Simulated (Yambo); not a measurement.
Absorption of K2S (anti-fluorite, space group Fm-3m, No. 225) under isotropic strain of -3 % on all lattice vectors with and without the electron-hole interaction (Yambo, PBEsol bands; 8×8×8 mesh, 3 valence and 6 conduction bands, static screening with 47 bands and a 4 Ry block, scissor 1.85 eV, Tamm-Dancoff; field along x).

```json
[
 {"E (eV)": "3.25", "Im ε, BSE": "0.22", "Im ε, independent quasiparticles": "0.05"},
 {"E (eV)": "3.35", "Im ε, BSE": "0.26", "Im ε, independent quasiparticles": "0.06"},
 {"E (eV)": "3.45", "Im ε, BSE": "0.32", "Im ε, independent quasiparticles": "0.06"},
 {"E (eV)": "3.55", "Im ε, BSE": "0.39", "Im ε, independent quasiparticles": "0.07"},
 {"E (eV)": "3.65", "Im ε, BSE": "0.51", "Im ε, independent quasiparticles": "0.07"},
 {"E (eV)": "3.75", "Im ε, BSE": "0.69", "Im ε, independent quasiparticles": "0.08"},
 {"E (eV)": "3.85", "Im ε, BSE": "1.00", "Im ε, independent quasiparticles": "0.09"},
 {"E (eV)": "3.95", "Im ε, BSE": "1.59", "Im ε, independent quasiparticles": "0.10"},
 {"E (eV)": "4.05", "Im ε, BSE": "2.82", "Im ε, independent quasiparticles": "0.11"},
 {"E (eV)": "4.15", "Im ε, BSE": "4.99", "Im ε, independent quasiparticles": "0.12"},
 {"E (eV)": "4.25", "Im ε, BSE": "5.55", "Im ε, independent quasiparticles": "0.14"},
 {"E (eV)": "4.35", "Im ε, BSE": "4.24", "Im ε, independent quasiparticles": "0.16"},
 {"E (eV)": "4.45", "Im ε, BSE": "4.13", "Im ε, independent quasiparticles": "0.19"},
 {"E (eV)": "4.55", "Im ε, BSE": "3.58", "Im ε, independent quasiparticles": "0.24"},
 {"E (eV)": "4.65", "Im ε, BSE": "2.45", "Im ε, independent quasiparticles": "0.32"},
 {"E (eV)": "4.75", "Im ε, BSE": "2.02", "Im ε, independent quasiparticles": "0.43"},
 {"E (eV)": "4.85", "Im ε, BSE": "2.31", "Im ε, independent quasiparticles": "0.52"},
 {"E (eV)": "4.95", "Im ε, BSE": "3.04", "Im ε, independent quasiparticles": "0.70"},
 {"E (eV)": "5.05", "Im ε, BSE": "3.31", "Im ε, independent quasiparticles": "1.06"},
 {"E (eV)": "5.15", "Im ε, BSE": "2.97", "Im ε, independent quasiparticles": "1.30"},
 {"E (eV)": "5.25", "Im ε, BSE": "2.43", "Im ε, independent quasiparticles": "1.27"},
 {"E (eV)": "5.35", "Im ε, BSE": "1.99", "Im ε, independent quasiparticles": "1.32"},
 {"E (eV)": "5.45", "Im ε, BSE": "1.70", "Im ε, independent quasiparticles": "1.64"},
 {"E (eV)": "5.55", "Im ε, BSE": "1.55", "Im ε, independent quasiparticles": "2.01"},
 {"E (eV)": "5.65", "Im ε, BSE": "1.40", "Im ε, independent quasiparticles": "2.39"},
 {"E (eV)": "5.75", "Im ε, BSE": "1.36", "Im ε, independent quasiparticles": "2.96"},
 {"E (eV)": "5.85", "Im ε, BSE": "1.29", "Im ε, independent quasiparticles": "3.16"},
 {"E (eV)": "5.95", "Im ε, BSE": "1.37", "Im ε, independent quasiparticles": "3.33"},
 {"E (eV)": "6.05", "Im ε, BSE": "1.51", "Im ε, independent quasiparticles": "4.02"},
 {"E (eV)": "6.15", "Im ε, BSE": "1.76", "Im ε, independent quasiparticles": "4.86"},
 {"E (eV)": "6.25", "Im ε, BSE": "2.42", "Im ε, independent quasiparticles": "4.36"},
 {"E (eV)": "6.35", "Im ε, BSE": "3.63", "Im ε, independent quasiparticles": "3.44"},
 {"E (eV)": "6.45", "Im ε, BSE": "5.92", "Im ε, independent quasiparticles": "2.83"},
 {"E (eV)": "6.55", "Im ε, BSE": "8.90", "Im ε, independent quasiparticles": "2.16"},
 {"E (eV)": "6.65", "Im ε, BSE": "7.51", "Im ε, independent quasiparticles": "1.58"},
 {"E (eV)": "6.75", "Im ε, BSE": "4.31", "Im ε, independent quasiparticles": "1.18"},
 {"E (eV)": "6.85", "Im ε, BSE": "2.82", "Im ε, independent quasiparticles": "1.03"},
 {"E (eV)": "6.95", "Im ε, BSE": "2.43", "Im ε, independent quasiparticles": "1.01"},
 {"E (eV)": "7.05", "Im ε, BSE": "2.19", "Im ε, independent quasiparticles": "1.06"},
 {"E (eV)": "7.15", "Im ε, BSE": "2.12", "Im ε, independent quasiparticles": "1.27"},
 {"E (eV)": "7.25", "Im ε, BSE": "2.25", "Im ε, independent quasiparticles": "1.74"},
 {"E (eV)": "7.35", "Im ε, BSE": "2.11", "Im ε, independent quasiparticles": "2.54"},
 {"E (eV)": "7.45", "Im ε, BSE": "2.15", "Im ε, independent quasiparticles": "3.76"},
 {"E (eV)": "7.55", "Im ε, BSE": "1.88", "Im ε, independent quasiparticles": "5.10"},
 {"E (eV)": "7.65", "Im ε, BSE": "1.82", "Im ε, independent quasiparticles": "6.15"},
 {"E (eV)": "7.75", "Im ε, BSE": "1.80", "Im ε, independent quasiparticles": "6.22"},
 {"E (eV)": "7.85", "Im ε, BSE": "1.62", "Im ε, independent quasiparticles": "5.56"},
 {"E (eV)": "7.95", "Im ε, BSE": "1.54", "Im ε, independent quasiparticles": "4.99"},
 {"E (eV)": "8.05", "Im ε, BSE": "1.25", "Im ε, independent quasiparticles": "4.65"},
 {"E (eV)": "8.15", "Im ε, BSE": "1.18", "Im ε, independent quasiparticles": "4.53"},
 {"E (eV)": "8.25", "Im ε, BSE": "1.14", "Im ε, independent quasiparticles": "4.16"},
 {"E (eV)": "8.35", "Im ε, BSE": "1.22", "Im ε, independent quasiparticles": "3.73"},
 {"E (eV)": "8.45", "Im ε, BSE": "1.46", "Im ε, independent quasiparticles": "3.33"},
 {"E (eV)": "8.55", "Im ε, BSE": "1.65", "Im ε, independent quasiparticles": "2.96"},
 {"E (eV)": "8.65", "Im ε, BSE": "1.97", "Im ε, independent quasiparticles": "2.67"},
 {"E (eV)": "8.75", "Im ε, BSE": "1.73", "Im ε, independent quasiparticles": "2.45"},
 {"E (eV)": "8.85", "Im ε, BSE": "1.57", "Im ε, independent quasiparticles": "2.27"},
 {"E (eV)": "8.95", "Im ε, BSE": "1.50", "Im ε, independent quasiparticles": "1.95"},
 {"E (eV)": "9.05", "Im ε, BSE": "1.50", "Im ε, independent quasiparticles": "1.66"},
 {"E (eV)": "9.15", "Im ε, BSE": "1.32", "Im ε, independent quasiparticles": "1.63"},
 {"E (eV)": "9.25", "Im ε, BSE": "1.14", "Im ε, independent quasiparticles": "1.75"},
 {"E (eV)": "9.35", "Im ε, BSE": "0.91", "Im ε, independent quasiparticles": "1.91"},
 {"E (eV)": "9.45", "Im ε, BSE": "0.77", "Im ε, independent quasiparticles": "2.13"},
 {"E (eV)": "9.55", "Im ε, BSE": "0.65", "Im ε, independent quasiparticles": "2.27"},
 {"E (eV)": "9.65", "Im ε, BSE": "0.53", "Im ε, independent quasiparticles": "2.14"},
 {"E (eV)": "9.75", "Im ε, BSE": "0.40", "Im ε, independent quasiparticles": "1.89"},
 {"E (eV)": "9.85", "Im ε, BSE": "0.31", "Im ε, independent quasiparticles": "1.72"}
]
```

The scissor comes from a G0W0 run whose convergence isn't established. Broadening 0.15 eV. The band window holds all transitions up to 9.9 eV. Fine structure above the onset can come from the mesh.

Geometry strained from the cell relaxed with PBEsol, atoms relaxed again; primitive cell a = b = c = 5.0306 Å, α = β = γ = 60.00°.
